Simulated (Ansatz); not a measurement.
GaS:
```
GaS
1.0
    3.53652     0.00000     0.00000
   -1.76826     3.06272     0.00000
    0.00000     0.00000    15.23703
Ga S
4 4
Direct
  0.33333   0.66667   0.17094
  0.66667   0.33333   0.67094
  0.66667   0.33333   0.82906
  0.33333   0.66667   0.32906
  0.33333   0.66667   0.60016
  0.66667   0.33333   0.10016
  0.66667   0.33333   0.39984
  0.33333   0.66667   0.89984
```

Relaxed with LDA. Special points in fractions of this cell's reciprocal vectors: Γ (0.000, 0.000, 0.000); M (0.500, 0.000, 0.000); K (0.333, 0.333, 0.000); A (0.000, 0.000, 0.500); L (0.500, 0.000, 0.500); H (0.333, 0.333, 0.500).

**Question.** List the band energies nearest the valence-band maximum at these points for DFT-LDA in the program Ansatz with PAW potentials.

**Answer.** In eV from the valence-band maximum; about four levels below and three above (degenerate sets whole), none deeper than 8.9 eV; points with the same levels are listed once.

```json
[
 {"k": "Γ", "below": "-1.54 -1.54 -1.43 -1.43 0.00", "above": "1.68 2.38 2.77"},
 {"k": "M", "below": "-2.66 -2.45 -2.44 -1.80", "above": "1.37 1.56 1.90"},
 {"k": "K", "below": "-2.47 -2.47 -2.14 -2.14", "above": "1.49 2.11 3.25 3.25"},
 {"k": "A", "below": "-1.46 -1.46 -1.46 -1.46 -0.81 -0.81", "above": "2.13 2.13 2.87 2.87"},
 {"k": "L", "below": "-2.70 -2.70 -2.11 -2.11", "above": "1.60 1.60 1.97 1.97"},
 {"k": "H", "below": "-2.72 -2.72 -1.97 -1.97", "above": "1.75 1.75 3.08 3.08"}
]
```

Space group P6_3/mmc. The cell was relaxed with LDA under the symmetry of its start. A crystal of weakly bound layers computed without a dispersion correction: the cell and the soft elastic constants depend strongly on that. Scalar-relativistic: spin–orbit coupling is off unless named, which matters more the heavier the elements.

Potentials: the later of the program's two PAW sets.
